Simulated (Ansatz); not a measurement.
CaF2:
```
CaF2
1.0
    3.47263     0.00000     0.00000
    0.00000     4.12562     0.00000
    0.00000     0.00000     5.89515
Ca F
2 4
Direct
  0.00000   0.14442   0.70228
  0.00000   0.85558   0.20228
  0.50000   0.08983   0.97977
  0.50000   0.91017   0.47977
  0.00000   0.63292   0.85095
  0.00000   0.36708   0.35095
```

Relaxed with r²SCAN. 

Q: HSE06 on this cell (Ansatz, an electronic-structure program, PAW) gives a gap of 8.59 eV. What does r²SCAN give?

A: 7.07 eV.

Cost on shared cores: the r²SCAN run (SCF on a 8×7×5 mesh, then bands and DOS) very roughly 3 core-minutes, the HSE06 run (SCF on 5×4×3, then a few points) very roughly 3 core-minutes; the tasks are unlike.

Space group Pmc2_1. The workflow started from a Materials Project entry (that database holds measured and hypothetical structures alike); the Crystallography Open Database copy checked does not list it. It is not the phase usual at ambient conditions (space group No. 225). Symmetry was held in the r²SCAN relaxation; its stability against distortions is not shown here.

Potentials: the later of the program's two PAW sets.

Ansatz is a plane-wave DFT program.
